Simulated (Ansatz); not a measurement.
Input:

Y (hcp, Mg type) is sheared across one (0001) plane: the third cell vector gains the shift, so faults repeat every 17.0 Å. The cut lies between planes 2.84 Å apart; the cell height is held.

```xyz
6
Lattice="3.6556 0.0000 0.0000 1.8278 3.1659 0.0000 0.0000 0.0000 17.0361" Properties=species:S:1:pos:R:3 pbc="T T T"
Y      1.8278     1.0553     1.4197
Y      1.8278     1.0553     7.0984
Y      1.8278     1.0553    12.7771
Y      3.6556     2.1106    15.6164
Y      3.6556     2.1106     4.2590
Y      3.6556     2.1106     9.9377
```

In-plane vectors a = (3.656, 0.000) Å, b = (1.828, 3.166) Å, area 11.57 Å². The shift is s times the vector a + b (length 6.332 Å), so s = 1 restores the start. Atoms relax along the normal only. γ = [E(shift) − E(0)] / area.

All values below come from PBE (plane waves to 420 eV, PAW, scalar-relativistic; Ansatz, a quantum-chemistry and plane-wave program). k mesh 12×12×3 (Γ-centred), Fermi-Dirac smearing 0.05 eV. E is the zero-smearing estimate. Some relaxations began with atoms very close together and may have settled on another branch. With partly filled bands, the k mesh leaves noise in γ, roughly 0.02 J/m² as judged from a few cases. Faults lie only 17.0 Å apart, and holding the cell height raises γ above its relaxed value. Y is run without spin polarisation. Y was relaxed with its symmetry unable to fall. γ is measured from zero shift.

The scan covers s from 0.000 to 0.917 in 12 points.

Problem. Does γ have a local minimum between the ends of the line, and at which s?

Solution. s = 0.667.

Problem. At which s is γ highest?

Solution. s = 0.333.

Problem. Which barrier is met on the easier way from s = 0 (or 1) to s = 0.667?

Solution. 0.18 J/m².

Problem. What is the highest γ among twelve even steps of s?

Solution. 0.58 J/m².

Problem. What is γ at the local minimum s = 0.667?

Solution. 0.09 J/m².

(The slope of γ gives the shear force per area between the displaced halves; near zero shift its curvature is an elastic stiffness.)
